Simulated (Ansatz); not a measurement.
## Thermal properties of CuSn from its phonons

These are results of Ansatz, DFT LDA, scalar-relativistic, plane waves, PAW, not measurements. Plane waves to 420 eV; Γ-centred k mesh 12×12×8; Fermi-Dirac smearing of 0.15 eV. No spin polarisation. Phonons by linear response, acoustic sum rule imposed.

Relaxed structure:
```
Cu Sn
1.0
     4.07400    0.00000    0.00000
    -2.03700    3.52819    0.00000
     0.00000    0.00000    4.92797
Cu Sn
2 2
Direct
  0.00000 0.00000 0.00000
  0.00000 0.00000 0.50000
  0.33333 0.66667 0.25000
  0.66667 0.33333 0.75000
```

In a metal, frequencies and elastic constants depend on the k mesh and the smearing, soft modes and shear constants most. Spin–orbit coupling is left out, which matters for heavy elements.

Force constants from linear response on a 3×3×2 q mesh, interpolated to a fine mesh.

Phonon density of states, in bins of 5 cm⁻¹:
(bin centre (cm⁻¹), share of modes (%)): (2.5, 0.0), (7.5, 0.0), (12.5, 0.0), (17.5, 0.1), (22.5, 0.1), (27.5, 0.2), (32.5, 0.3), (37.5, 0.4), (42.5, 0.7), (47.5, 1.1), (52.5, 1.2), (57.5, 1.5), (62.5, 1.8), (67.5, 2.3), (72.5, 3.2), (77.5, 5.2), (82.5, 3.4), (87.5, 2.9), (92.5, 2.6), (97.5, 2.7), (102.5, 3.1), (107.5, 3.5), (112.5, 4.7), (117.5, 6.5), (122.5, 2.6), (127.5, 0.2), (132.5, 0.8), (137.5, 1.4), (142.5, 2.1), (147.5, 2.4), (152.5, 3.3), (157.5, 3.4), (162.5, 4.1), (167.5, 3.5), (172.5, 3.1), (177.5, 3.0), (182.5, 4.8), (187.5, 5.2), (192.5, 3.9), (197.5, 0.7), (202.5, 0.5), (207.5, 0.5), (212.5, 0.5), (217.5, 0.6), (222.5, 0.6), (227.5, 0.6), (232.5, 0.7), (237.5, 0.8), (242.5, 1.2), (247.5, 1.4), (252.5, 0.7)

Task: What is the zero-point energy per atom?

Result: 25.0 meV.

Task: How large are the vibrational entropy and heat capacity at 300 K?

Result: S = 4.63 k_B and C_V = 2.88 k_B per atom, 96 % of the Dulong–Petit value.

Task: Tabulate them against temperature.

Result:
| T (K) | F_vib (meV/atom) | S (k_B/atom) | C_V (k_B/atom) |
| --- | --- | --- | --- |
| 100 | 19.3 | 1.74 | 2.19 |
| 200 | -3.8 | 3.48 | 2.75 |
| 300 | -39.0 | 4.63 | 2.88 |
| 400 | -82.6 | 5.46 | 2.93 |
| 500 | -132.6 | 6.12 | 2.96 |
| 600 | -187.7 | 6.66 | 2.97 |
| 700 | -247.2 | 7.12 | 2.98 |
| 800 | -310.3 | 7.52 | 2.98 |
| 900 | -376.6 | 7.87 | 2.99 |
| 1000 | -445.8 | 8.18 | 2.99 |

Cost: 1 run of about 49 core-minutes, on Oxide Virtual Turin-like Processor (Zen 5) (shared hosts).